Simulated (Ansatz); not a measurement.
**Calculation log, MgO (Fm-3m) (relaxation)**

Computed with r²SCAN, PAW on Ansatz 0.2.0's default frozen-core files (fitted under PBE), scalar-relativistic; not a measurement.

Launched as:

```sh
ansatz run input.yaml --threads 1 --pin off --max-ram 2560MiB --backend cpu --events-out ev --progress --plain --runs-dir out
```

Input:

```yaml
crystal:
  lattice:
    - [0.0, 2.1085, 2.1085]
    - [2.1085, 0.0, 2.1085]
    - [2.1085, 2.1085, 0.0]
  atoms:
    - { symbol: Mg, position: [0.0, 0.0, 0.0] }
    - { symbol: O, position: [0.5, 0.5, 0.5] }
kpoints:
  mp_grid: { grid: [20, 20, 20] }
scf:
  occupations: { method: fermi_dirac, width: 0.1 }
hamiltonian:
  xc: r2scan
  pseudopotentials: { kind: paw }
relax:
  f_tol: 0.002
  max_steps: 80
  cell: {}
output:
  forces: true
  stress: true
```

Output:

```
Warning: RAYON_NUM_THREADS=1 ignored (pool sized by the plan → 1); use --threads N
Engine: ansatz 0.2.0, aarch64-unknown-linux-gnu
Pseudopotentials: kind: paw
Pseudopotential: Mg, paw, valence charge 10, recommended cutoff 500 eV (meta_gga), Mg.paw.azcp
Pseudopotential: O, paw, valence charge 6, recommended cutoff 500 eV (meta_gga), O.paw.azcp
Functional definition: r2SCAN
  parameter k0 = 0.174
  parameter k1 = 0.065
  parameter a1 = 4.9479
  exchange = r2scan_x(k0 = k0, k1 = k1, a1 = a1)
  correlation = r2scan_c
Crystal: 2 atoms, lattice volume = 18.748 Å³
Basis set: ecut = 500 eV, 531 PW (Γ), exchange–correlation on 96×96×96 points (64 copies of the dense FFT grid, shifted against one another)
Bands: 12, of which v1, the nominal top of the filled ones, is band 8 counted from 1 (7 counted from 0)
Symmetry: 48 space group operations
Space group: Fm-3m (ITA 225), of the structure as read, at distance tolerance 2.7e-5 Å
k-points: 256 of 8000
Non-local potential: Mg, projectors of the file, l = 0: 3, l = 1: 2, l = 2: 1
Non-local potential: O, projectors of the file, l = 0: 2, l = 1: 2, l = 2: 1
PAW form: soft (Blöchl's): semilocal exchange-correlation on the pseudo side does not see the compensation charge
PAW frozen core: Mg, regenerated for the run's functional (the file was generated under x = pbe(κ = 0.804, μ = 0.2195149727645171), c = pbe(β = 0.06672455060314922))
PAW frozen core: O, regenerated for the run's functional (the file was generated under x = pbe(κ = 0.804, μ = 0.2195149727645171), c = pbe(β = 0.06672455060314922))
PAW one-centre angular grid: Mg, 302 points (default); XC on 224 Gauss nodes
PAW one-centre angular grid: O, 302 points (default); XC on 160 Gauss nodes
Initial density: superposition of atomic densities (neutral atoms: chi_scale 0, normalization atom), corrected by the library's trained network
Initial wavefunctions: pseudopotential atomic-orbital guess
Functional: x = r2scan, c = r2scan; τ floored in thin density (d = 2e-4 eV/Å³)
[... 39 lines left out ...]
SCF iter   4: F=—  HF=-2498.335002 eV  |F-HF|=—  |Δ(HF+E_count)|=   2.05e-9  Δρ=1.85e-6  dr2=7.58e-11  dr2_τ=7.03e-11  ethr=8.99e-12  ⟨swp⟩=2.0  Hψ=4080  notcnv=0
SCF iter   5: F=-2498.335002 eV  HF=-2498.335002 eV  |F-HF|=2.73e-12  |Δ(HF+E_count)|=  1.31e-10  Δρ=2.40e-7  dr2=1.69e-12  dr2_τ=1.24e-12  ethr=1.00e-12  ⟨swp⟩=5.0  Hψ=11263  notcnv=0
SCF 4 converged in 5 iterations: F = -2498.335002 eV  dr2 = 1.69e-12
relax step   4: F+E_penalty+E_count = -2498.33500152 eV  Δ(F+E_penalty+E_count) = +8.411e-5 eV  max|allowed force component| = 6.976e-30 eV/Å  Δτ_max = 0.0000 Å  P = +0.014 GPa  Ω = 18.579 Å³  stress off target by 1.41e-2 GPa  ...
basis re-selected at this cell: Δ(F+E_penalty+E_count) = +8.411e-5 eV, ΔP = +0.004 GPa vs the last step (what re-selecting the basis moved, of the pressure what is left beyond the Pulay correction that the steps carried, after ...
SCF converged after 5 iterations
Free energy (F): -2498.335002 eV
Harris-Foulkes:  -2498.335002 eV  (|F-HF|=2.73e-12)
Internal energy: -2498.335002 eV  (E = F + TS)
E sigma→0 (E₀):  -2498.335002 eV
Fermi energy:    10.826183 eV
--- Per-component energies (eV) ---
  E_band       = -311.230054
  E_kinetic    = 256.748489
  E_local      = -1601.531238  (includes V_loc(G=0)·N_el)
  E_nonlocal   = 142.538187
  E_hartree    = 554.981535
  E_xc         = -103.294033
  E_vxc        = -149.071020  (∫ρ·V_xc dr)
  E_paw        = -455.983862  (= ΣΔE_a)
  E_vpaw       = -79.515575  (= ΣTr[D̂ρ^β])
  E_aug_tail   = 0.001032  (compensation charges beyond the density's cutoff)
  E_vtau       = 9.637002  (kinetic-family band-sum trace: ∫τ·v_τ [+ j·A + Jᵃ·Aᵃ] dr)
  E_ewald      = -1291.736962
  E_core_change = -0.058149  (= ΣΔE_core)
  E_smearing   = -0.000000  (= −TS)
  E_closure    = 0.000000  (closes the sum)
  Σ components = -2498.335002   (vs F -2498.335002, Δ=0.00e0)
--- Forces (eV/Å), atoms counted from 1 ---
  atom   1  Mg    -0.00000000    -0.00000000    -0.00000000
  atom   2  O      0.00000000    -0.00000000     0.00000000
  max |Σ_I F_I| component: 1.34e-29 eV/Å
--- Stress (GPa, compression-positive) ---
        0.014135      -0.000000      -0.000000
       -0.000000       0.014135      -0.000000
       -0.000000      -0.000000       0.014135
  P = ⅓ Tr σ = 0.0141 GPa (0.141 kbar)
--- Relaxed structure (3 steps of the walk, 3 accepted, 1 SCFs on fresh bases) ---
  F+E_penalty+E_count = -2498.33500152 eV   max|allowed force component| = 6.976e-30 eV/Å   (the final SCF, on the basis selected at the relaxed cell)
  cell:  # Å, volume = 18.5794 Å³
    - [-1.0127051915379984e-33, 2.1021665416037125, 2.1021665416037125]
    - [2.1021665416037125, -1.1177972397164699e-33, 2.1021665416037125]
    - [2.1021665416037125, 2.1021665416037125, -3.5030682726157184e-35]
  atoms:
    - { symbol: Mg, position: [-3.568017000364134e-37, 1.1893390001205933e-36, 2.3786780002273416e-37] }
    - { symbol: O, position: [0.5, 0.5, 0.5] }
```

Self-consistency was reached.

### Relaxation

Relaxation of a crystal by Kohn-Sham DFT from the given cell to forces under 2 meV/angstrom; pressure positive in compression.

```
Volume change           : -0.898 %
Length change (a, b, c) : -0.3, -0.3, -0.3 %
Start pressure          : -1.46 GPa
```

Known limits: frozen-core PAW files fitted under PBE, their cores solved anew for the functional of the run; an audit marked the listed cell as up to 0.3 per cent off later refinements.

Cost: 24 s on 1 thread of Arm Neoverse V1, with other jobs on the host, peak memory 0.41 GiB.
